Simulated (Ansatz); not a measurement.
Run on Tl (bcc type): DFT, LDA, all-electron LAPW, scalar-relativistic (Ansatz 0.2.0). This run: bcc relaxed under pressure.

The cell comes from a relaxation on PAW files under the same functional, begun from a prototype that needn't be the stable phase.

Command: `ansatz run input.yaml --threads 1 --pin off --max-ram 3584MiB --backend cpu --events-out ev --progress --plain --runs-dir out` It took 16 s on 1 thread of Arm Neoverse V1, on a shared host, peak memory 0.32 GiB.

```yaml
crystal:
  lattice:
    - [-1.8795364407, 1.8795364407, 1.8795364407]
    - [1.8795364407, -1.8795364407, 1.8795364407]
    - [1.8795364407, 1.8795364407, -1.8795364407]
  atoms:
    - { symbol: Tl, position: [0.0, 0.0, 0.0] }
kpoints:
  mp_grid: { grid: [14, 14, 14] }
scf:
  occupations: { method: fermi_dirac, width: 0.05 }
hamiltonian:
  xc: lda
  pseudopotentials: { kind: all_electron, lapw: { basis_error: 0.0005 } }
output:
  forces: true
  stress: true
  eigenvalues: true
relax:
  f_tol: 0.005
  max_steps: 12
  cell: { p_target: 1.2, stress_tol: 0.03 }
```

Output:

```
The last accepted step is kept in <dir> (removed where the run ends without a failure and the disk answers)
LAPW: plane waves up to 7.543 Å⁻¹, error target 5.0e-4 eV per atom; small_component_spin mean_spin; Tl in spheres of 1.579 Å, 35 of its electrons in bands, Dirac shells [] (how accurate: hamiltonian.pseudopotentials.lapw.basis_error, Limitations)
Engine: ansatz 0.2.0
Pseudopotentials: kind: all_electron
Pseudopotential: Tl, LAPW, valence charge 35, lapw/all_electron/scalar/gaussian/Tl, Koelling and Harmon's equation, gaussian nucleus
Functional definition: SPW92
  exchange = slater_x
  correlation = pw_c
Crystal: 1 atoms, lattice volume = 26.559 Å³
Basis set: ecut = 216.7922897693753 eV, 201 PW (Γ), exchange–correlation at level 2
Bands: 22, of which v1, the nominal top of the filled ones, is band 18 counted from 1 (17 counted from 0)
Symmetry: 48 space group operations
Space group: Im-3m (ITA 229), of the structure as read, at distance tolerance 3.0e-5 Å
k-points: 104 of 2744
Non-local potential: Tl, projectors of the file, none
Initial density: superposition of atomic densities (chi_scale 0.1, normalization cell)
Initial wavefunctions: plane waves of lowest kinetic energy (no species holds an atomic orbital)
Functional: x = slater, c = lda
iter 1 solved again at ethr=1.91e-5 eV; its pass at ethr=1.00e-1 eV (dr2=6.69e-3 eV) is discarded
SCF iter   1: F=—  HF=-550478.921381 eV  |F-HF|=—  |Δ(HF+E_count)|=         —  Δρ=5.69e-3  dr2=6.74e-3  ethr=1.91e-5  ⟨swp⟩=3.6  Hψ=15221  notcnv=0
preconditioner: auto → none  [insulator: Δε(μ)=0.158 eV  Ē_g=17.791 eV  σ=0.050 eV  W_gap=0.54  n_scr=12 (ndim 8)  ℏωp=26.0 eV  f_vac=0.000  D(μ)=0.46/eV (n_scr^D=0)  ε∞_Penn≈3.1]
iter 2 solved again at ethr=1.21e-6 eV; its pass at ethr=1.91e-5 eV (dr2=4.23e-4 eV) is discarded
SCF iter   2: F=—  HF=-550478.885433 eV  |F-HF|=—  |Δ(HF+E_count)|=   3.59e-2  Δρ=1.57e-3  dr2=4.24e-4  ethr=1.21e-6  ⟨swp⟩=2.0  Hψ=11546  notcnv=0
SCF iter   3: F=—  HF=-550478.883167 eV  |F-HF|=—  |Δ(HF+E_count)|=   2.27e-3  Δρ=9.05e-4  dr2=1.42e-4  ethr=1.21e-6  ⟨swp⟩=2.0  Hψ=6697  notcnv=0
SCF iter   4: F=—  HF=-550478.882957 eV  |F-HF|=—  |Δ(HF+E_count)|=   2.10e-4  Δρ=3.93e-4  dr2=2.65e-5  ethr=4.05e-7  ⟨swp⟩=2.0  Hψ=6697  notcnv=0
SCF iter   5: F=—  HF=-550478.882903 eV  |F-HF|=—  |Δ(HF+E_count)|=   5.37e-5  Δρ=9.28e-5  dr2=1.39e-6  ethr=7.58e-8  ⟨swp⟩=2.0  Hψ=6697  notcnv=0
SCF iter   6: F=-550478.882901 eV  HF=-550478.882901 eV  |F-HF|=2.70e-8  |Δ(HF+E_count)|=   1.95e-6  Δρ=9.75e-6  dr2=1.50e-8  ethr=3.97e-9  ⟨swp⟩=2.0  Hψ=6700  notcnv=0
SCF 1 converged in 6 iterations: F = -550478.882901 eV  dr2 = 1.50e-8
relax step   1: F+E_penalty+E_count = -550478.88290106 eV  Δ(F+E_penalty+E_count) = +0.000e0 eV  max|allowed force component| = 0.000e0 eV/Å  Δτ_max = 0.0000 Å  P = +1.194 GPa  Ω = 26.559 Å³  (6 SCF iters, accepted)
Initial density: handed on by an earlier stage of this run
Initial wavefunctions: those handed on with the density
iter 1 solved again at ethr=4.53e-11 eV; its pass at ethr=1.00e-1 eV (dr2=1.58e-8 eV) is discarded
SCF iter   1: F=—  HF=-550478.882901 eV  |F-HF|=—  |Δ(HF+E_count)|=         —  Δρ=9.75e-6  dr2=1.50e-8  ethr=4.53e-11  ⟨swp⟩=5.6  Hψ=12632  notcnv=0  reapply=4
preconditioner: auto → none  [insulator: Δε(μ)=0.146 eV  Ē_g=18.101 eV  σ=0.050 eV  W_gap=0.50  n_scr=12 (ndim 8)  ℏωp=26.0 eV  f_vac=0.000  D(μ)=0.46/eV (n_scr^D=0)  ε∞_Penn≈3.1]
SCF iter   2: F=-550478.882901 eV  HF=-550478.882901 eV  |F-HF|=1.51e-9  |Δ(HF+E_count)|=   1.51e-8  Δρ=4.55e-6  dr2=3.17e-9  ethr=4.29e-11  ⟨swp⟩=2.0  Hψ=6697  notcnv=0
SCF 2 converged in 2 iterations: F = -550478.882901 eV  dr2 = 3.17e-9
relax step   2: F+E_penalty+E_count = -550478.88290107 eV  Δ(F+E_penalty+E_count) = -1.001e-8 eV  max|allowed force component| = 0.000e0 eV/Å  Δτ_max = 0.0000 Å  P = +1.194 GPa  Ω = 26.559 Å³  stress off target by 6.06e-3 GPa  SCF on the basis re-selected at this cell (its energy is not comparable with the rows above)  (2 SCF iters)
basis re-selected at this cell: Δ(F+E_penalty+E_count) = -1.001e-8 eV, ΔP = +0.000 GPa vs the last step (what re-selecting the basis moved, after the strain that the cell walked since its last selection, with what the two solves' SCF thresholds leave and, on support functions, any second-order correction that the steps lacked; it is no measure of the basis error at this ecutwfc). This SCF's stress stands 6.06e-3 GPa from its target on what of the cell is left free (relax.cell.stress_tol is 3.00e-2 GPa) and its largest allowed force component is 0.00e0 eV/Å (relax.f_tol is 5.00e-3 eV/Å): within both
SCF converged after 2 iterations
Free energy (F): -550478.882901 eV
Harris-Foulkes:  -550478.882901 eV  (|F-HF|=1.51e-9)
Internal energy: -550478.879397 eV  (E = F + TS)
E sigma→0 (E₀):  -550478.881149 eV
Entropy (-TS):   -0.003504 eV (-3.504 meV/atom)
Fermi energy:    16.730462 eV
--- Per-component energies (eV) ---
  E_band       = -1769.260879
  E_kinetic    = 632024.094405
  E_xc         = -10057.709649
  E_electrostatic = -1172445.264152  (all electrons and nuclei)
  E_smearing   = -0.003504  (= −TS)
  E_closure    = 0.000000  (closes the sum)
  E_atoms      = -550475.951364  (free atoms, spherical and without spin; not in F)
  Σ components = -550478.882901   (vs F -550478.882901, Δ=0.00e0)
  Basis errors (estimates in eV, not in F): energy 1.2e-4 per atom: plane waves 1.2e-4 (6.5e-5 summed), levels above the bands 1.2e-110, relativity 6.2e-9, radial functions 5.3e-7, core shells 8.0e-8; eigenvalues (radial functions only) 2.3e-5; not estimated: angular momenta, meshes, grids; target (lapw.basis_error) 5.0e-4; muffin-tin radii Tl 1.579 Å
--- Forces (eV/Å), atoms counted from 1 ---
  atom   1  Tl    -0.00000000     0.00000000    -0.00000000
  max |Σ_I F_I| component: 1.60e-31 eV/Å
--- Stress (GPa, compression-positive) ---
        1.193935      -0.000000       0.000000
       -0.000000       1.193935      -0.000000
        0.000000      -0.000000       1.193935
  P = ⅓ Tr σ = 1.1939 GPa (11.939 kbar)
--- Band table (eV; the first three rows and the last of 104) ---
  k-point 0: bands = ["-110.0473", "-93.4400", "-93.4397", "-93.4397", "-93.4397", "-93.4396", "-93.4396", "-93.4396", "-55.1330", "-55.1330", "-55.1330", "5.0290", "5.0290", "5.0290", "5.5518", "5.5518", "6.1367", "28.3145", "28.3145", "28.3145", "29.2750", "29.2750"]
  k-point 1: bands = ["-110.0473", "-93.4400", "-93.4397", "-93.4397", "-93.4397", "-93.4396", "-93.4396", "-93.4396", "-55.1336", "-55.1332", "-55.1329", "5.0175", "5.0360", "5.0682", "5.5390", "5.5518", "6.2614", "26.9808", "27.8379", "27.9763", "28.9430", "29.2195"]
  k-point 2: bands = ["-110.0472", "-93.4400", "-93.4397", "-93.4397", "-93.4397", "-93.4396", "-93.4396", "-93.4396", "-55.1354", "-55.1340", "-55.1329", "4.9853", "5.0409", "5.1797", "5.5072", "5.5519", "6.6477", "24.4471", "26.7693", "27.0988", "28.5025", "29.0840"]
  k-point 103: bands = ["-110.0466", "-93.4400", "-93.4397", "-93.4397", "-93.4397", "-93.4396", "-93.4396", "-93.4396", "-55.1439", "-55.1439", "-55.1439", "4.7569", "4.7569", "5.8134", "5.8134", "5.8134", "15.5314", "18.1311", "18.1311", "18.1311", "23.6052", "23.6052"]
--- Relaxed structure (1 steps of the walk, 1 accepted, 1 SCFs on fresh bases) ---
  F+E_penalty+E_count = -550478.88290107 eV   max|allowed force component| = 0.000e0 eV/Å   (the final SCF, on the basis selected at the relaxed cell)
  cell:  # Å, volume = 26.5590 Å³
    - [-1.8795364407, 1.8795364407, 1.8795364407]
    - [1.8795364407, -1.8795364407, 1.8795364407]
    - [1.8795364407, 1.8795364407, -1.8795364407]
  atoms:
    - { symbol: Tl, position: [0.0, 0.0, 0.0] }
```

Next run (hcp relaxed under pressure), as changes to the input before:

```diff
   lattice:
-    - [-1.8795364407, 1.8795364407, 1.8795364407]
-    - [1.8795364407, -1.8795364407, 1.8795364407]
-    - [1.8795364407, 1.8795364407, -1.8795364407]
+    - [3.4027831366, 0.0, 0.0]
+    - [-1.7013915683, 2.9468966398, 0.0]
+    - [0.0, 0.0, 5.3092247079]
   atoms:
-    - { symbol: Tl, position: [0.0, 0.0, 0.0] }
+    - { symbol: Tl, position: [0.3333333333, 0.6666666667, 0.25] }
+    - { symbol: Tl, position: [0.6666666667, 0.3333333333, 0.75] }
 kpoints:
-  mp_grid: { grid: [14, 14, 14] }
+  mp_grid: { grid: [13, 13, 7] }
 scf:
```

Results part of the output:

```
basis re-selected at this cell: Δ(F+E_penalty+E_count) = -2.328e-9 eV, ΔP = +0.000 GPa vs the last step (what re-selecting the basis moved, after the strain that the cell walked since its last selection, with what the two solves' SCF thresholds leave and, on support functions, any second-order correction that the steps lacked; it is no measure of the basis error at this ecutwfc). This SCF's stress stands 1.41e-2 GPa from its target on what of the cell is left free (relax.cell.stress_tol is 3.00e-2 GPa) and its largest allowed force component is 1.45e-18 eV/Å (relax.f_tol is 5.00e-3 eV/Å): within both
SCF converged after 2 iterations
Free energy (F): -1100957.772978 eV
Harris-Foulkes:  -1100957.772978 eV  (|F-HF|=1.63e-9)
Internal energy: -1100957.766371 eV  (E = F + TS)
E sigma→0 (E₀):  -1100957.769674 eV
Entropy (-TS):   -0.006608 eV (-3.304 meV/atom)
Fermi energy:    16.677281 eV
--- Per-component energies (eV) ---
  E_band       = -3541.031258
  E_kinetic    = 1264048.251579
  E_xc         = -20115.407518
  E_electrostatic = -2344890.610431  (all electrons and nuclei)
  E_smearing   = -0.006608  (= −TS)
  E_closure    = 0.000000  (closes the sum)
  E_atoms      = -1100951.902729  (free atoms, spherical and without spin; not in F)
  Σ components = -1100957.772978   (vs F -1100957.772978, Δ=0.00e0)
[... lines left out ...]
       -0.000000       1.214073       0.000000
        0.000000       0.000000       1.213834
  P = ⅓ Tr σ = 1.2140 GPa (12.140 kbar)
--- Band table (eV; the first three rows and the last of 84) ---
  k-point 0: bands = ["-110.0826", "-110.0822", "-93.4767", "-93.4767", "-93.4767", "-93.4767", "-93.4750", "-93.4750", "-93.4750", "-93.4750", "-93.4740", "-93.4740", "-93.4740", "-93.4740", "-93.4737", "-93.4736", "-55.1811", "-55.1726", "-55.1726", "-55.1698", "-55.1698", "-55.1668", "4.7866", "5.1264", "5.1264", "5.1292", "5.1986", "5.1986", "5.2308", "5.2308", "5.6773", "5.6773", "6.1016", "11.8334", "13.6389", "24.7763", "24.7763", "27.0242", "27.0906", "27.0906", "27.7367", "28.8143"]
  k-point 1: bands = ["-110.0825", "-110.0822", "-93.4767", "-93.4767", "-93.4767", "-93.4767", "-93.4750", "-93.4750", "-93.4750", "-93.4750", "-93.4740", "-93.4740", "-93.4740", "-93.4740", "-93.4737", "-93.4736", "-55.1804", "-55.1725", "-55.1725", "-55.1700", "-55.1700", "-55.1675", "4.8072", "5.0915", "5.0915", "5.1255", "5.1811", "5.1811", "5.2917", "5.2917", "5.6695", "5.6695", "6.2216", "10.7882", "14.9225", "24.8742", "24.8742", "26.9696", "26.9696", "27.0178", "27.3127", "27.6749"]
  k-point 2: bands = ["-110.0825", "-110.0823", "-93.4767", "-93.4767", "-93.4767", "-93.4767", "-93.4750", "-93.4750", "-93.4750", "-93.4750", "-93.4740", "-93.4740", "-93.4740", "-93.4740", "-93.4737", "-93.4736", "-55.1784", "-55.1721", "-55.1721", "-55.1703", "-55.1703", "-55.1695", "4.8647", "5.0601", "5.0601", "5.0965", "5.1382", "5.1382", "5.3956", "5.3956", "5.6410", "5.6410", "6.6029", "9.3973", "17.0262", "24.6675", "25.1588", "25.1588", "26.6224", "26.6224", "27.0505", "27.5107"]
  k-point 83: bands = ["-110.0822", "-110.0822", "-93.4768", "-93.4768", "-93.4767", "-93.4767", "-93.4750", "-93.4750", "-93.4750", "-93.4750", "-93.4740", "-93.4740", "-93.4740", "-93.4740", "-93.4736", "-93.4736", "-55.1792", "-55.1791", "-55.1766", "-55.1757", "-55.1706", "-55.1704", "4.8829", "4.8851", "5.0891", "5.2079", "5.2837", "5.3360", "5.3971", "5.3971", "5.6749", "5.6971", "12.2899", "12.6092", "15.4792", "15.7344", "16.7629", "17.5511", "24.3316", "24.8842", "27.4315", "29.0395"]
--- Relaxed structure (1 steps of the walk, 1 accepted, 1 SCFs on fresh bases) ---
  F+E_penalty+E_count = -1100957.77297812 eV   max|allowed force component| = 1.446e-18 eV/Å   (the final SCF, on the basis selected at the relaxed cell)
  cell:  # Å, volume = 53.2390 Å³
    - [3.4027831365625336, 0.0, 0.0]
    - [-1.7013915682812668, 2.9468966398324468, 0.0]
    - [0.0, 0.0, 5.3092247079]
  atoms:
    - { symbol: Tl, position: [0.3333333333333333, 0.6666666666666666, 0.24999999999999997] }
    - { symbol: Tl, position: [0.6666666666666666, 0.3333333333333333, 0.7499999999999999] }
```

Next run (simple hexagonal relaxed under pressure), as changes to the input before:

```diff
   lattice:
-    - [3.4027831366, 0.0, 0.0]
-    - [-1.7013915683, 2.9468966398, 0.0]
-    - [0.0, 0.0, 5.3092247079]
+    - [3.2294192484, 0.0, 0.0]
+    - [-1.6147096242, 2.7967591086, 0.0]
+    - [0.0, 0.0, 3.0511306539]
   atoms:
-    - { symbol: Tl, position: [0.3333333333, 0.6666666667, 0.25] }
-    - { symbol: Tl, position: [0.6666666667, 0.3333333333, 0.75] }
+    - { symbol: Tl, position: [0.0, 0.0, 0.0] }
 kpoints:
-  mp_grid: { grid: [13, 13, 7] }
+  mp_grid: { grid: [14, 14, 13] }
 scf:
```

Command: `ansatz run input.yaml --threads 1 --pin off --max-ram 3584MiB --backend cpu --events-out ev --progress --plain --runs-dir out` It took 25 s on 1 thread of Arm Neoverse V1 (shared host), peak memory 0.4 GiB.

Results part of the output:

```
basis re-selected at this cell: Δ(F+E_penalty+E_count) = +2.328e-10 eV, ΔP = -0.000 GPa vs the last step (what re-selecting the basis moved, after the strain that the cell walked since its last selection, with what the two solves' SCF thresholds leave and, on support functions, any second-order correction that the steps lacked; it is no measure of the basis error at this ecutwfc). This SCF's stress stands 5.13e-3 GPa from its target on what of the cell is left free (relax.cell.stress_tol is 3.00e-2 GPa) and its largest allowed force component is 0.00e0 eV/Å (relax.f_tol is 5.00e-3 eV/Å): within both
SCF converged after 2 iterations
Free energy (F): -550478.803331 eV
Harris-Foulkes:  -550478.803331 eV  (|F-HF|=2.33e-10)
Internal energy: -550478.799459 eV  (E = F + TS)
E sigma→0 (E₀):  -550478.801395 eV
Entropy (-TS):   -0.003872 eV (-3.872 meV/atom)
Fermi energy:    16.065609 eV
--- Per-component energies (eV) ---
  E_band       = -1798.260358
  E_kinetic    = 632023.869717
  E_xc         = -10057.686237
  E_electrostatic = -1172444.982939  (all electrons and nuclei)
  E_smearing   = -0.003872  (= −TS)
  E_closure    = 0.000000  (closes the sum)
  E_atoms      = -550475.951364  (free atoms, spherical and without spin; not in F)
  Σ components = -550478.803331   (vs F -550478.803331, Δ=0.00e0)
  Basis errors (estimates in eV, not in F): energy 1.5e-4 per atom: plane waves 1.5e-4 (8.2e-5 summed), levels above the bands 2.3e-120, relativity 8.7e-9, radial functions 9.2e-7, core shells 5.7e-7; eigenvalues (radial functions only) 1.8e-6; not estimated: angular momenta, meshes, grids; target (lapw.basis_error) 5.0e-4; muffin-tin radii Tl 1.480 Å
--- Forces (eV/Å), atoms counted from 1 ---
  atom   1  Tl    -0.00000000    -0.00000000     0.00000000
  max |Σ_I F_I| component: 6.57e-32 eV/Å
--- Stress (GPa, compression-positive) ---
        1.205126       0.000000       0.000000
        0.000000       1.205126       0.000000
        0.000000       0.000000       1.197050
  P = ⅓ Tr σ = 1.2024 GPa (12.024 kbar)
--- Band table (eV; the first three rows and the last of 168) ---
  k-point 0: bands = ["-110.8815", "-94.2741", "-94.2741", "-94.2731", "-94.2731", "-94.2730", "-94.2730", "-94.2730", "-55.9690", "-55.9621", "-55.9621", "3.5925", "4.2830", "4.2830", "4.9499", "4.9499", "5.4788", "23.1940", "25.6622", "25.6622", "27.2391", "27.4625"]
  k-point 1: bands = ["-110.8815", "-94.2741", "-94.2741", "-94.2731", "-94.2731", "-94.2730", "-94.2730", "-94.2730", "-55.9704", "-55.9620", "-55.9620", "3.6414", "4.2870", "4.2870", "4.9261", "4.9261", "5.5845", "22.0280", "25.8204", "25.8204", "27.3195", "28.7469"]
  k-point 2: bands = ["-110.8814", "-94.2741", "-94.2741", "-94.2731", "-94.2731", "-94.2730", "-94.2730", "-94.2730", "-55.9743", "-55.9618", "-55.9618", "3.7673", "4.2980", "4.2980", "4.8607", "4.8607", "5.9150", "19.9675", "26.2813", "26.2813", "27.5571", "30.5293"]
  k-point 167: bands = ["-110.8806", "-94.2742", "-94.2741", "-94.2731", "-94.2731", "-94.2731", "-94.2730", "-94.2730", "-55.9912", "-55.9727", "-55.9704", "4.0973", "4.1927", "4.4813", "4.6794", "5.2039", "14.1698", "17.1791", "17.3354", "18.7425", "22.2904", "22.9887"]
--- Relaxed structure (1 steps of the walk, 1 accepted, 1 SCFs on fresh bases) ---
  F+E_penalty+E_count = -550478.80333054 eV   max|allowed force component| = 0.000e0 eV/Å   (the final SCF, on the basis selected at the relaxed cell)
  cell:  # Å, volume = 27.5575 Å³
    - [3.229419248408748, 0.0, 0.0]
    - [-1.614709624204374, 2.796759108592424, 0.0]
    - [0.0, 0.0, 3.0511306539]
  atoms:
    - { symbol: Tl, position: [0.0, 0.0, 0.0] }
```

Next run (sc relaxed under pressure), as changes to the input before:

```diff
   lattice:
-    - [3.2294192484, 0.0, 0.0]
-    - [-1.6147096242, 2.7967591086, 0.0]
-    - [0.0, 0.0, 3.0511306539]
+    - [3.0587600831, 0.0, 0.0]
+    - [0.0, 3.0587600831, 0.0]
+    - [0.0, 0.0, 3.0587600831]
   atoms:
 kpoints:
-  mp_grid: { grid: [14, 14, 13] }
+  mp_grid: { grid: [13, 13, 13] }
 scf:
```

Command: `ansatz run input.yaml --threads 1 --pin off --max-ram 3584MiB --backend cpu --events-out ev --progress --plain --runs-dir out` It took 16 s on 1 thread of Arm Neoverse V1, with other jobs on the host, peak memory 0.32 GiB.

Results part of the output:

```
basis re-selected at this cell: Δ(F+E_penalty+E_count) = -1.630e-9 eV, ΔP = -0.000 GPa vs the last step (what re-selecting the basis moved, after the strain that the cell walked since its last selection, with what the two solves' SCF thresholds leave and, on support functions, any second-order correction that the steps lacked; it is no measure of the basis error at this ecutwfc). This SCF's stress stands 5.13e-3 GPa from its target on what of the cell is left free (relax.cell.stress_tol is 3.00e-2 GPa) and its largest allowed force component is 0.00e0 eV/Å (relax.f_tol is 5.00e-3 eV/Å): within both
SCF converged after 2 iterations
Free energy (F): -550478.749045 eV
Harris-Foulkes:  -550478.749045 eV  (|F-HF|=3.49e-9)
Internal energy: -550478.742567 eV  (E = F + TS)
E sigma→0 (E₀):  -550478.745806 eV
Entropy (-TS):   -0.006478 eV (-6.478 meV/atom)
Fermi energy:    15.287222 eV
--- Per-component energies (eV) ---
  E_band       = -1826.089092
  E_kinetic    = 632023.791983
  E_xc         = -10057.627286
  E_electrostatic = -1172444.907264  (all electrons and nuclei)
  E_smearing   = -0.006478  (= −TS)
  E_closure    = 0.000000  (closes the sum)
  E_atoms      = -550475.951364  (free atoms, spherical and without spin; not in F)
  Σ components = -550478.749045   (vs F -550478.749045, Δ=0.00e0)
  Basis errors (estimates in eV, not in F): energy 1.5e-4 per atom: plane waves 1.5e-4 (8.5e-5 summed), levels above the bands 3.7e-76, relativity 8.5e-9, radial functions 8.5e-7, core shells 5.3e-7; eigenvalues (radial functions only) 1.6e-6; not estimated: angular momenta, meshes, grids; target (lapw.basis_error) 5.0e-4; muffin-tin radii Tl 1.483 Å
--- Forces (eV/Å), atoms counted from 1 ---
  atom   1  Tl     0.00000000     0.00000000     0.00000000
  max |Σ_I F_I| component: 1.15e-31 eV/Å
--- Stress (GPa, compression-positive) ---
        1.205135       0.000000       0.000000
        0.000000       1.205135       0.000000
        0.000000       0.000000       1.205135
  P = ⅓ Tr σ = 1.2051 GPa (12.051 kbar)
--- Band table (eV; the first three rows and the last of 84) ---
  k-point 0: bands = ["-111.6819", "-95.0744", "-95.0744", "-95.0744", "-95.0737", "-95.0737", "-95.0737", "-95.0729", "-56.7619", "-56.7619", "-56.7619", "2.8061", "2.8061", "4.1672", "4.1672", "4.1672", "4.8618", "22.5255", "22.5255", "22.5255", "25.9432", "27.4778"]
  k-point 1: bands = ["-111.6819", "-95.0744", "-95.0744", "-95.0744", "-95.0737", "-95.0737", "-95.0737", "-95.0729", "-56.7633", "-56.7618", "-56.7618", "2.8116", "2.8546", "4.1435", "4.1435", "4.1692", "4.9664", "21.3563", "22.6582", "22.6582", "26.3668", "27.4728"]
  k-point 2: bands = ["-111.6818", "-95.0744", "-95.0744", "-95.0744", "-95.0737", "-95.0737", "-95.0737", "-95.0729", "-56.7670", "-56.7616", "-56.7616", "2.8268", "2.9804", "4.0784", "4.0784", "4.1748", "5.2925", "19.3051", "23.0436", "23.0436", "26.6533", "27.4575"]
  k-point 83: bands = ["-111.6803", "-95.0744", "-95.0744", "-95.0744", "-95.0737", "-95.0737", "-95.0737", "-95.0729", "-56.7816", "-56.7816", "-56.7816", "3.2579", "3.2625", "3.2625", "4.5555", "4.5555", "14.8500", "17.3855", "17.3855", "17.8649", "22.1665", "23.8325"]
--- Relaxed structure (1 steps of the walk, 1 accepted, 1 SCFs on fresh bases) ---
  F+E_penalty+E_count = -550478.74904531 eV   max|allowed force component| = 0.000e0 eV/Å   (the final SCF, on the basis selected at the relaxed cell)
  cell:  # Å, volume = 28.6178 Å³
    - [3.0587600831, 0.0, 0.0]
    - [0.0, 3.0587600831, 0.0]
    - [0.0, 0.0, 3.0587600831]
  atoms:
    - { symbol: Tl, position: [0.0, 0.0, 0.0] }
```

Spin–orbit coupling is left out, which matters for the heavy atoms.
